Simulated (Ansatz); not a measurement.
Al₂Cu: zone-centre modes under pressure

Al₂Cu, Fm-3m, a = 5.671 Å. The structure is a Materials Project entry; whether it is the stable form wasn't checked. Ansatz: LDA, PAW, 420 eV, Γ-centred 14×14×14 mesh on 3 atoms, Fermi-Dirac smearing 0.15 eV; no spin polarisation. Cell and atoms are relaxed at each pressure with the symmetry kept; optical modes at Γ by linear response, in cm⁻¹, matched by rank (the highest 2 distinct ones).

| P (GPa) | V (Å³/atom) | ω1 | ω2 |
| --- | --- | --- | --- |
| 0 | 15.200 | 270.4 | 293.4 |
| 3 | 14.817 | 283.1 | 307.9 |
| 8 | 14.275 | 301.9 | 329.8 |
| 15 | 13.658 | ? | ? |

Question: Get each mode's Grüneisen parameter γ = −d ln ω/d ln V from the other rows and predict the missing frequencies.

Answer: ln(V/V0) = 0.0000, -0.0255, -0.0628, -0.1070; a line through ln(ω/ω0) of the 3 known rows gives ω1: γ = 1.752 (intercept 0.0005), predicted 326.3, computed 324.6; ω2: γ = 1.861 (intercept 0.0003), predicted 358.2, computed 355.9. The worst miss is 0.6 %, or 4 % of the shift under pressure, so a constant γ serves at that level. In a metal these frequencies hang on the mesh and smearing.

The mesh isn't the same in all rows (14×14×14, 16×16×16).

Cost: 4 runs of about 4.6 core-minutes in all, on Arm Neoverse V1 (shared hosts).